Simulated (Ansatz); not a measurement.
MgMn3CoO8, one structure, two calculations

Cell: a computed structure from the Materials Project (it need not be an observed phase), atoms as given.

```cif
data_MgMn3CoO8
_symmetry_space_group_name_H-M 'C2/m'
_symmetry_Int_Tables_number 12
_cell_length_a 10.0556
_cell_length_b 5.8897
_cell_length_c 6.0495
_cell_angle_alpha 90.000
_cell_angle_beta 123.981
_cell_angle_gamma 90.000
loop_
_atom_site_label
_atom_site_type_symbol
_atom_site_symmetry_multiplicity
_atom_site_Wyckoff_symbol
_atom_site_fract_x
_atom_site_fract_y
_atom_site_fract_z
Mg Mg 2 d 0.5000 0.0000 0.5000
Mn2 Mn 4 e 0.2500 0.7500 0.0000
Mn3 Mn 2 b 0.5000 0.0000 0.0000
Co Co 2 a 0.0000 0.0000 0.0000
O6 O 8 j 0.4807 0.2276 0.2109
O7 O 4 i 0.7335 0.0000 0.1970
O9 O 4 i 0.2423 0.0000 0.2023
```

One atom of each set is listed; the run and its k-mesh use a cell of 13 atoms with edges of 5.83, 5.83, 6.05 Å.

First run. Method: Kohn–Sham DFT in Ansatz, PBE, plane waves and PAW, scalar-relativistic, collinear spin, 420 eV cutoff, Γ-centred 5×5×5 k-points, Fermi–Dirac smearing 0.02 eV. Start moments as typed (μB): 3 on each Mn, 3 on each Co, none on the rest.

```tsv
site	V_zz (10²¹ V/m²)	η	m (μB)
Mg	-1.22	0.49	0.00
Mn2	2.30	0.57	2.51
Mn3	2.23	0.36	2.50
Co	12.98	0.15	-2.39
O6	2.49	0.82	-0.02
O7	-2.92	0.14	0.02
O9	2.52	0.65	-0.04
```

Second run. The same atoms and settings, except that the mesh is 7×7×7 and the Fermi–Dirac smearing is 0.05 eV.

Q: What does the second run give?

A: 

| site | V_zz | η | change of V_zz | m (μB) |
| --- | --- | --- | --- | --- |
| Mg | -1.22 | 0.49 | 0.00 | 0.00 |
| Mn2 | 2.20 | 0.62 | -0.10 | 2.50 |
| Mn3 | 2.12 | 0.37 | -0.11 | 2.49 |
| Co | 12.89 | 0.15 | -0.09 | -2.41 |
| O6 | 2.48 | 0.80 | -0.01 | -0.02 |
| O7 | -2.93 | 0.14 | -0.01 | 0.02 |
| O9 | 2.52 | 0.65 | 0.00 | -0.04 |

The largest change of V_zz is on Mn3, from 2.23 to 2.12. In per cent, |V_zz| changes by -5 to -4 on Mn, -1 on Co, 0 on O (all sites that start above 2).

At this cell the principal stresses reach 5 GPa in size with PBE, which can matter for small gradients. The largest force is 0.5 eV/Å, so the atoms aren't at the calculated equilibrium and relaxing them would move these values. The moments were started parallel, and the run ended with some of them reversed. The program didn't check the stability of this electronic state in full, so a lower one may lie near. Semilocal functionals can leave a metal where correlation in the d or f shell opens a gap in the real compound, and that would change the values at and beside Co and Mn. With these PAW files V_zz is typically within 2 to 3 % of all-electron values, but misses above 10 % occur on Co. The run lost the sense of its start on Co, where the moments end reversed; a state with other moments may lie lower. The magnetic order is the one that the run reached from its start moments, not necessarily the measured one.
